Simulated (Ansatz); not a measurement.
Input file for Ansatz (an electronic-structure program):

Ansatz 0.2 input:
```yaml
crystal:
  lattice:
    - [2.3512038916, -3.6065196755, 0.0]
    - [2.3512038916, 3.6065196755, 0.0]
    - [0.0, 0.0, 13.1499561228]
  atoms:
    - { symbol: Hg, position: [0.1598718112, 0.8401281888, 0.4991790281] }
    - { symbol: Hg, position: [0.8401281888, 0.1598718112, 0.9991790281] }
    - { symbol: I, position: [0.1080662969, 0.8919337031, 0.8626713111] }
    - { symbol: I, position: [0.8919337031, 0.1080662969, 0.3626713111] }
    - { symbol: Br, position: [0.4158306108, 0.5841693892, 0.6261496608] }
    - { symbol: Br, position: [0.5841693892, 0.4158306108, 0.1261496608] }
kpoints:
  mp_grid: { grid: [4, 4, 2] }
hamiltonian:
  xc: hse06
  pseudopotentials: { kind: paw }
scf:
  n_extra_bands: 6
  occupations: { method: fixed }
output:
  eigenvalues: true
  eigenstates:
    e_range: [-9.0, 11.8]
    kpoints:
      - [0.0, 0.0, 0.390625]  # VBM
      - [0.0, 0.0, 0.0]  # CBM
```

Output (shortened):

```
Pseudopotential: Hg, paw, valence charge 20
Pseudopotential: I, paw, valence charge 17
Pseudopotential: Br, paw, valence charge 7
Functional definition: HSE06
davidson cushion auto → on  (no smearing: the cushion is to keep the highest requested band from converging to the state above it …
Crystal: 6 atoms, lattice volume = 223.014 Å³
Basis set: ecut = 420 eV, 4373 PW (Γ)
Bands: 50, of which v1, the nominal top of the filled ones, is band 44 counted from 1 (43 counted from 0)
Symmetry: 4 space group operations
Space group: Cmc21 (ITA 36), of the structure as read, at distance tolerance 6.1e-5 Å
k-points: 14 of 32
SCF iter   1: F=—  HF=-48221.299513 eV  |F-HF|=—  |Δ(HF+E_count)|=         —  Δρ=1.95e-3  dr2=1.03e-2  ethr=1.77e-3  ⟨swp⟩=9.7  Hψ=3033  notcnv=0
preconditioner: auto → none
SCF iter   2: F=—  HF=-48221.298880 eV  |F-HF|=—  |Δ(HF+E_count)|=   6.33e-4  Δρ=6.95e-4  dr2=2.31e-3  ethr=1.17e-5  ⟨swp⟩=5.1  Hψ=2212  notcnv=0
iter 3 solved again at ethr=1.30e-7 eV; its pass at ethr=2.63e-6 eV (dr2=1.15e-4 eV) is discarded
SCF iter   3: F=-48221.298510 eV  HF=-48221.298410 eV  |F-HF|=1.00e-4  |Δ(HF+E_count)|=   4.70e-4  Δρ=3.18e-4  dr2=1.17e-4  ethr=1.30e-7  ⟨swp⟩=3.0  Hψ=3577  notcnv=0
SCF 1 stopped early in 3 iterations: F = -48221.298510 eV  dr2 = 1.17e-4
Crystal: 6 atoms, lattice volume = 223.014 Å³
Exchange kernel: α = 0.2500, screened, ω = 0.2079 Å⁻¹, Wigner–Seitz truncation, v(0) = 1041.7739 eV·Å³, q-mesh 4×4×2, nearest image of the exchange supercell L …
Frozen-core exchange: fock
SCF iter   1: F=—  HF=-48241.225345 eV  |F-HF|=—  |Δ(HF+E_count)|=         —  Δρ=5.61e-3  dr2=5.39e-2  ethr=1.33e-6  ⟨swp⟩=6.9  Hψ=3427  notcnv=0
preconditioner: auto → none
SCF iter   2: F=—  HF=-48241.208563 eV  |F-HF|=—  |Δ(HF+E_count)|=   1.68e-2  Δρ=2.24e-3  dr2=7.27e-3  ethr=1.33e-6  ⟨swp⟩=4.1  Hψ=2664  notcnv=0
SCF iter   3: F=—  HF=-48241.230715 eV  |F-HF|=—  |Δ(HF+E_count)|=   2.22e-2  Δρ=1.39e-3  dr2=2.70e-3  ethr=1.33e-6  ⟨swp⟩=4.1  Hψ=2439  notcnv=0
SCF iter   4: F=—  HF=-48241.229989 eV  |F-HF|=—  |Δ(HF+E_count)|=   7.25e-4  Δρ=3.28e-4  dr2=1.58e-4  ethr=1.33e-6  ⟨swp⟩=3.0  Hψ=1846  notcnv=0
SCF iter   5: F=—  HF=-48241.230394 eV  |F-HF|=—  |Δ(HF+E_count)|=   4.04e-4  Δρ=1.35e-4  dr2=5.51e-5  ethr=1.15e-7  ⟨swp⟩=4.0  Hψ=2011  notcnv=0
SCF iter   6: F=-48241.230375 eV  HF=-48241.230382 eV  |F-HF|=7.16e-6  |Δ(HF+E_count)|=   1.17e-5  Δρ=4.11e-5  dr2=1.22e-5  ethr=5.78e-8  ⟨swp⟩=3.2  Hψ=1780  notcnv=0
SCF 2 stopped early in 6 iterations: F = -48241.230375 eV  dr2 = 1.22e-5
hybrid outer 1: dexx = +2.708e-2 eV, tail = 1.11e-4 eV
Crystal: 6 atoms, lattice volume = 223.014 Å³
Exchange kernel: α = 0.2500, screened, ω = 0.2079 Å⁻¹, Wigner–Seitz truncation, v(0) = 1041.7739 eV·Å³, q-mesh 4×4×2, nearest image of the exchange supercell L …
Frozen-core exchange: fock
SCF iter   1: F=—  HF=-48241.230812 eV  |F-HF|=—  |Δ(HF+E_count)|=         —  Δρ=4.45e-5  dr2=2.74e-6  ethr=6.33e-7  ⟨swp⟩=3.0  Hψ=1692  notcnv=0
preconditioner: auto → none
SCF iter   2: F=—  HF=-48241.230814 eV  |F-HF|=—  |Δ(HF+E_count)|=   1.15e-6  Δρ=1.83e-5  dr2=5.74e-7  ethr=2.93e-9  ⟨swp⟩=4.0  Hψ=2138  notcnv=0
iter 3 solved again at ethr=4.81e-11 eV; its pass at ethr=5.73e-10 eV (dr2=4.23e-8 eV) is discarded
SCF iter   3: F=-48241.230813 eV  HF=-48241.230813 eV  |F-HF|=9.17e-9  |Δ(HF+E_count)|=   1.42e-7  Δρ=7.27e-6  dr2=5.05e-8  ethr=4.81e-11  ⟨swp⟩=2.3  Hψ=3289  notcnv=0
SCF 3 converged in 3 iterations: F = -48241.230813 eV  dr2 = 5.05e-8
hybrid outer 2: dexx = +1.684e-6 eV, tail = 2.05e-7 eV, Δε = 2.72e-3 eV (about 1.30e-4 eV left of the loop's levels)
NSCF: frozen V_eff on 2 k-points
hybrid SCF converged: 2 outer / 9 inner (+3 warm-up), last move |dexx| = 1.68e-6 eV, tail = 2.05e-7 eV
Stability not checked (fock_operator)
Free energy (F): -48241.230814 eV
Frozen-core exchange: fock
Harris-Foulkes:  -48241.230814 eV  (|F-HF|=9.17e-9)
Internal energy: -48241.230814 eV  (E = F + TS)
E sigma→0 (E₀):  -48241.230814 eV
Fermi energy:    3.699709 eV
--- Per-component energies (eV) ---
  E_band       = -2144.193106
  E_kinetic    = 1846.381684
  E_local      = -13103.176690  (includes V_loc(G=0)·N_el)
  E_nonlocal   = 108.988174
  E_hartree    = 5963.905739
  E_xc         = -971.346911
  E_vxc        = -783.216687  (∫ρ·V_xc dr)
  E_exx        = -281.973693  (= α·E_x^exact, valence–valence)
  E_paw        = -34002.540435  (= ΣΔE_a)
  E_vpaw       = -1577.027258  (= ΣTr[D̂ρ^β])
  E_aug_tail   = 0.001876  (compensation charges beyond the density's cutoff)
  E_ewald      = -7796.364894
  E_core_change = -5.105664  (= ΣΔE_core)
  E_smearing   =  0.000000  (= −TS)
  E_closure    = 0.000000  (closes the sum)
  Σ components = -48241.230814   (vs F -48241.230814, Δ=0.00e0)
  [band-id]    e_kinetic+e_local+e_nonlocal+2·e_hartree+e_vxc+2·e_exx+e_vpaw+e_augmentation_tail = -2144.184810   (vs E_band -2144.193106, Δ=8.30e-3)
--- Band table (eV; the first three rows and the last of 14) ---
  k-point 0: bands = ["-114.6590", "-114.6590", "-61.9659", "-61.9659", "-61.8189", "-61.8189", "-61.8126", "-61.8126", "-42.5712", "-42.5712", "-42.5026", "-42.5026", "-42.4998", "-42.4998", "-42.3195", "-42.3195", "-42.3181", "-42.3181", "-11.3975", …
  k-point 1: bands = ["-114.6590", "-114.6590", "-61.9659", "-61.9659", "-61.8189", "-61.8189", "-61.8126", "-61.8126", "-42.5712", "-42.5712", "-42.5026", "-42.5026", "-42.4998", "-42.4998", "-42.3195", "-42.3195", "-42.3181", "-42.3181", "-11.3834", …
  k-point 2: bands = ["-114.6590", "-114.6590", "-61.9658", "-61.9658", "-61.8188", "-61.8188", "-61.8126", "-61.8126", "-42.5712", "-42.5712", "-42.5026", "-42.5026", "-42.4998", "-42.4998", "-42.3195", "-42.3195", "-42.3181", "-42.3181", "-11.3311", …
  k-point 13: bands = ["-114.6590", "-114.6590", "-61.9656", "-61.9656", "-61.8188", "-61.8188", "-61.8126", "-61.8126", "-42.5712", "-42.5712", "-42.5025", "-42.5025", "-42.4997", "-42.4997", "-42.3194", "-42.3194", "-42.3181", "-42.3181", "-11.2056", …
```

Cost: very roughly 4 core-minutes on shared cores.

The points marked VBM and CBM come from a semilocal run.

Space group Cmc2_1. The workflow started from a Materials Project entry (that database holds measured and hypothetical structures alike); the Crystallography Open Database copy checked does not list it. Whether it is the stable phase at ambient conditions was not checked. Symmetry was held in the r²SCAN+D4 relaxation; whether a distortion lowers the energy is not shown. Scalar-relativistic: spin–orbit coupling is off unless named, which matters more the heavier the elements.

Potentials: the later of the program's two PAW sets.

Ansatz is a plane-wave DFT program.
